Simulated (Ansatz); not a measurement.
Y3Ga2:
```yaml
crystal:
  lattice:
    - [-5.82947, 5.82947, 7.42061]
    - [5.82947, -5.82947, 7.42061]
    - [5.82947, 5.82947, -7.42061]
  atoms:
    - { symbol: Y, position: [0.14629, 0.64629, 0.50000] }
    - { symbol: Y, position: [0.85371, 0.35371, 0.50000] }
    - { symbol: Y, position: [0.64629, 0.14629, 0.50000] }
    - { symbol: Y, position: [0.35371, 0.85371, 0.50000] }
    - { symbol: Y, position: [0.66851, 0.16851, 0.83703] }
    - { symbol: Y, position: [0.33149, 0.83149, 0.16297] }
    - { symbol: Y, position: [0.16851, 0.33149, 0.50000] }
    - { symbol: Y, position: [0.83149, 0.66851, 0.50000] }
    - { symbol: Y, position: [0.06618, 0.93143, 0.27046] }
    - { symbol: Y, position: [0.93382, 0.06857, 0.72954] }
    - { symbol: Y, position: [0.93143, 0.66097, 0.86525] }
    - { symbol: Y, position: [0.06857, 0.33903, 0.13475] }
    - { symbol: Y, position: [0.66097, 0.79572, 0.72954] }
    - { symbol: Y, position: [0.33903, 0.20428, 0.27046] }
    - { symbol: Y, position: [0.79572, 0.06618, 0.13475] }
    - { symbol: Y, position: [0.20428, 0.93382, 0.86525] }
    - { symbol: Y, position: [0.43382, 0.70428, 0.86525] }
    - { symbol: Y, position: [0.56618, 0.29572, 0.13475] }
    - { symbol: Y, position: [0.56857, 0.43382, 0.72954] }
    - { symbol: Y, position: [0.43143, 0.56618, 0.27046] }
    - { symbol: Y, position: [0.83903, 0.56857, 0.13475] }
    - { symbol: Y, position: [0.16097, 0.43143, 0.86525] }
    - { symbol: Y, position: [0.70428, 0.83903, 0.27046] }
    - { symbol: Y, position: [0.29572, 0.16097, 0.72954] }
    - { symbol: Ga, position: [0.75000, 0.75000, 0.00000] }
    - { symbol: Ga, position: [0.25000, 0.25000, 0.00000] }
    - { symbol: Ga, position: [0.00000, 0.00000, 0.00000] }
    - { symbol: Ga, position: [0.50000, 0.50000, 0.00000] }
    - { symbol: Ga, position: [0.11797, 0.61797, 0.73593] }
    - { symbol: Ga, position: [0.88203, 0.38203, 0.26407] }
    - { symbol: Ga, position: [0.61797, 0.88203, 0.50000] }
    - { symbol: Ga, position: [0.38203, 0.11797, 0.50000] }
    - { symbol: Ga, position: [0.87879, 0.37879, 0.85643] }
    - { symbol: Ga, position: [0.12121, 0.62121, 0.14357] }
    - { symbol: Ga, position: [0.37879, 0.52237, 0.50000] }
    - { symbol: Ga, position: [0.62121, 0.47763, 0.50000] }
    - { symbol: Ga, position: [0.52237, 0.02237, 0.14357] }
    - { symbol: Ga, position: [0.47763, 0.97763, 0.85643] }
    - { symbol: Ga, position: [0.02237, 0.87879, 0.50000] }
    - { symbol: Ga, position: [0.97763, 0.12121, 0.50000] }
```

Relaxed with r²SCAN. Special points in fractions of this cell's reciprocal vectors: Γ (0.000, 0.000, 0.000); X (0.000, 0.000, 0.500); P (0.250, 0.250, 0.250); N (0.000, 0.500, 0.000); M (0.500, 0.500, -0.500); S (0.404, 0.596, -0.404); S0 (-0.404, 0.404, 0.404); R (-0.309, 0.309, 0.500); G (0.500, 0.500, -0.309).

**Question.** List the band energies nearest the Fermi level at these points for r²SCAN in the plane-wave PAW code Ansatz.

**Answer.** In eV from the Fermi level; about four levels below and three above (degenerate sets whole), none deeper than 8.9 eV; points with the same levels are listed once.

```
k                          below                above
-  -----------------------------  -------------------
Γ  -0.49 -0.49 -0.35 -0.12 -0.11  0.10 0.19 0.22 0.22
X        -0.44 -0.27 -0.21 -0.08       0.05 0.14 0.30
P        -0.33 -0.33 -0.03 -0.03  0.05 0.05 0.22 0.22
N        -0.28 -0.28 -0.11 -0.11  0.04 0.04 0.25 0.25
M        -0.41 -0.36 -0.36 -0.06  0.18 0.18 0.29 0.29
S        -0.41 -0.38 -0.26 -0.08       0.18 0.21 0.24
R        -0.44 -0.39 -0.20 -0.11       0.18 0.20 0.23
```

Space group I4/mcm. The workflow started from a Materials Project entry (that database holds measured and hypothetical structures alike); the Crystallography Open Database copy checked does not list it. Its standing as an ambient phase is unchecked. The cell was relaxed with r²SCAN under the symmetry of its start; whether a distortion lowers the energy is not shown. The run is not spin-polarised. Spin–orbit coupling is left out wherever it is not named.

Potentials: the later of the program's two PAW sets.
